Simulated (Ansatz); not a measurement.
System: CeO$_{2}$ (fluorite type), 3 atoms in the cell.

```
Ce O
1.0
     0.00000    2.73000    2.73000
     2.73000    0.00000    2.73000
     2.73000    2.73000    0.00000
Ce O
1 2
Direct
  0.00000 0.00000 0.00000
  0.25000 0.25000 0.25000
  0.75000 0.75000 0.75000
```

Theory: PBE, all-electron LAPW, scalar-relativistic with a first-order correction to Dirac's equation for the inner shells Ce 4p, Ce 4d and those below them, point nucleus in Ansatz.

k-mesh 6×6×6 Γ-centred; Fermi–Dirac smearing of 0.02 eV; no spin polarisation; no spin–orbit coupling.

Question: How large is the gap on this mesh, is it direct, and where do the band edges lie (fractions of the reciprocal vectors of this cell)?

Answer: 2.04 eV, indirect from (0.167, 0.333, -0.500) to (0.000, 0.000, -0.500); the smallest direct gap is 2.11 eV.

Question: List the levels near the gap at (0.000, 0.000, 0.000), (0.000, 0.000, 0.333), (0.000, 0.000, -0.500), (0.000, 0.167, 0.167), (0.000, 0.167, -0.500), (0.000, 0.167, -0.167), (0.167, 0.333, -0.500), in eV from the top of the valence band (v1 is the highest filled band, c1 the lowest empty one).

Answer: 
| k | v4 | v3 | v2 | v1 | c1 | c2 | c3 |
| --- | --- | --- | --- | --- | --- | --- | --- |
| (0.000, 0.000, 0.000) | -3.62 | -0.46 | -0.46 | -0.46 | 2.35 | 2.35 | 2.35 |
| (0.000, 0.000, 0.333) | -1.76 | -0.97 | -0.67 | -0.67 | 2.25 | 2.25 | 2.29 |
| (0.000, 0.000, -0.500) | -1.14 | -1.08 | -0.67 | -0.67 | 2.04 | 2.21 | 2.21 |
| (0.000, 0.167, 0.167) | -2.91 | -1.42 | -0.28 | -0.28 | 2.27 | 2.37 | 2.37 |
| (0.000, 0.167, -0.500) | -1.88 | -1.05 | -0.62 | -0.23 | 2.09 | 2.20 | 2.29 |
| (0.000, 0.167, -0.167) | -2.25 | -1.24 | -0.93 | -0.10 | 2.23 | 2.31 | 2.38 |
| (0.167, 0.333, -0.500) | -2.09 | -1.14 | -0.69 | 0.00 | 2.14 | 2.26 | 2.31 |

A gap read on the mesh is an upper bound of this method's gap, since the mesh can miss a band edge. Spin–orbit coupling is left out; with heavy elements it can shift the gap and split levels by tenths of an eV. Semilocal functionals give gaps that mostly lie well below measured ones.
